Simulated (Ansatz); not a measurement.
Input and command of a plane-wave DFT calculation in Ansatz:

```yaml
crystal:
  lattice:
    - [2.8373, 0.0, 0.0]
    - [0.0, 2.8798595, 0.0]
    - [0.0, 0.0, 4.0591]
  atoms:
    - { symbol: Ti, position: [0.0, 0.0, 0.0] }
    - { symbol: Al, position: [0.5, 0.5, 0.5] }
basis:
  ecutwfc: 420
kpoints:
  mp_grid: { grid: [16, 16, 12] }
hamiltonian:
  xc: pbesol
scf:
  occupations: { method: gaussian, width: 0.15 }
output:
  forces: true
  stress: true
  eigenvalues: true
  write_density: true
  write_potential: true
  elf: true
  volumetric_format: npy
```

```bash
ansatz run input.yaml --threads 1 --pin off --max-ram 2560MiB --backend cpu --events-out ev --progress --plain --runs-dir out
```

Processor: Intel(R) Xeon(R) Processor @ 2.70GHz, 1 thread, on a host shared with other jobs.

Q: How long does it run, and how much memory does it take?

A: About 14 s on 1 thread of Intel(R) Xeon(R) Processor @ 2.70GHz (shared host), peak memory 0.5 GiB. It solves 12 bands at 567 k points (the mesh reduced by symmetry) with about 665 plane waves, in 6 SCF iterations.
